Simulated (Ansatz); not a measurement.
## Two inputs for TeBr6

This input was run with Ansatz:

```yaml
crystal:
  lattice:
    - [7.428041, 0.0, 0.0]
    - [0.0, 7.428041, 0.0]
    - [0.0, 0.0, 11.0806]
  atoms:
    - { symbol: Te, position: [0.5, 0.5, 0.5] }
    - { symbol: Te, position: [0.0, 0.0, 0.0] }
    - { symbol: Br, position: [0.5, 0.5, 0.268374] }
    - { symbol: Br, position: [0.0, 0.0, 0.768374] }
    - { symbol: Br, position: [0.5, 0.5, 0.731626] }
    - { symbol: Br, position: [0.0, 0.0, 0.231626] }
    - { symbol: Br, position: [0.780972, 0.705257, 0.5] }
    - { symbol: Br, position: [0.219028, 0.294743, 0.5] }
    - { symbol: Br, position: [0.719028, 0.205257, 0.0] }
    - { symbol: Br, position: [0.280972, 0.794743, 0.0] }
    - { symbol: Br, position: [0.705257, 0.219028, 0.5] }
    - { symbol: Br, position: [0.294743, 0.780972, 0.5] }
    - { symbol: Br, position: [0.205257, 0.280972, 0.0] }
    - { symbol: Br, position: [0.794743, 0.719028, 0.0] }
kpoints:
  mp_grid: { grid: [5, 5, 3] }
scf:
  occupations: { method: fermi_dirac, width: 0.05 }
  mixing: { preconditioner: local_kerker }
hamiltonian:
  xc: pbe
  pseudopotentials: { kind: paw }
output:
  forces: true
  stress: true
  populations: true
  efg: { quadrupole_moments_barn: { Br: 0.2579 }, contact_densities: true }
```

```sh
ansatz run input.yaml --threads 1 --pin off --max-ram 2560MiB --backend cpu --events-out ev --progress --plain --runs-dir out
```

It converged. Of its output the block on the nuclei alone is shown, without the SCF iterations, energies, forces and stress (one atom of each set):

```
--- PAW observables at the nuclei: V_zz in 10²¹ V/m², potentials from the cell's mean, atoms counted from 1 ---
  atom   1  Te V_zz =    -1.108597   η = 0.0000   by run symmetry: allowed
            electrostatic potential = -8636.285019 V   contact ρ = 1468734.173275 e/Å³
  atom   3  Br V_zz =   +70.349229   η = 0.0000   by run symmetry: allowed   C_q = +438.6974 MHz
            electrostatic potential = -4902.502907 V   contact ρ = 293251.413712 e/Å³
  atom   7  Br V_zz =   +68.113184   η = 0.0525   by run symmetry: allowed   C_q = +424.7534 MHz
            electrostatic potential = -4902.444066 V   contact ρ = 293251.711998 e/Å³
```

Task: Can these gradients be trusted, and how do they compare with a run on standard settings?

Result: They agree with the standard run. Against the standard input the change is `scf.mixing.preconditioner`: not typed → local_kerker. A site carries the number of its first atom; V_zz in 10²¹ V/m².

```
site  atom  V_zz standard  η standard  V_zz here  η here
  Te     1          -1.11        0.00      -1.11    0.00
 Br3     3           70.3        0.00       70.3    0.00
 Br7     7           68.1        0.05       68.1    0.05
```

All printed values agree. Mixing, solver and start steer the path to self-consistency, not the state that is reached here. SCF iterations: 7 and 7.

On the reference run: With no gap above 0.1 eV, as in a metal, the gradients converge slowly in k; expect changes of a tenth or more on a denser mesh. Without spin–orbit coupling the gradients at and beside Te can be off by some per cent, at some sites by more. Semilocal functionals make gaps too small and can close them, so the real compound need not be a metal.
